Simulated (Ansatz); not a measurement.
CdSiSb2, ordered on the zincblende lattice (P-4m2) with 4 atoms a cell, relaxed with r2SCAN. Space group P-4m2 (No. 115), tetragonal; a = 4.346 Å, c = 6.462 Å in the conventional setting, 30.52 Å³ an atom. Cd is surrounded by 4 Sb at 2.78 Å; Sb is surrounded by 2 Si at 2.64 Å and 2 Cd at 2.78 Å; Si is surrounded by 4 Sb at 2.64 Å.

The questions ask for values computed with the PAW code Ansatz on this geometry. All values are calculated for a non-magnetic cell, which may be hypothetical.

Given (6×6×4 mesh): With PBE the bands overlap by 0.47 eV (counted from 1, band 27 peaks at Γ and band 28 bottoms out at R–A (0.10 of the way from R)): no gap.

Task: How does the gap change from PBE to LDA (6×6×4)?

Result: With LDA the bands overlap by 0.49 eV (counted from 1, band 27 peaks at Γ and band 28 bottoms out at R–A (0.10 of the way from R)): no gap.

Task: How does the gap change from PBE to PBE+SOC (6×6×4)?

Result: With PBE+SOC the bands overlap by 0.39 eV (counted from 1, band 54 peaks at Γ–X (0.33 of the way from Γ) and band 55 bottoms out at R–A (0.10 of the way from R)): no gap.

Task: How does the gap change from PBE to r2SCAN (6×6×4)?

Result: With r2SCAN the bands overlap by 0.32 eV (counted from 1, band 27 peaks at Γ and band 28 bottoms out at R): no gap.

Task: Roughly how does the cost of the LDA run (6×6×4) compare with r2SCAN's (6×6×4)?

Result: About 0.5 times as much (7 core-seconds against 14 core-seconds, on a shared machine).

Task: What do these levels agree on?

Result: No level opens a gap, but no hybrid is among them, and semilocal functionals can close a real gap.

Only the levels marked +SOC include spin-orbit coupling.

Where bands overlap the cell is a metal at that level, and these k meshes limit energies, forces and stress. Overlaps of a few tenths of an eV in semilocal functionals can be an artefact that a hybrid or GW lifts.

Where an edge lies off the special points, it is a point of the mesh or the k point where a search put PBE's edge or least direct gap, reused for the other functionals, whose own edges may lie a little apart; PBE's own value is read along its path and can be a few hundredths of an eV high.
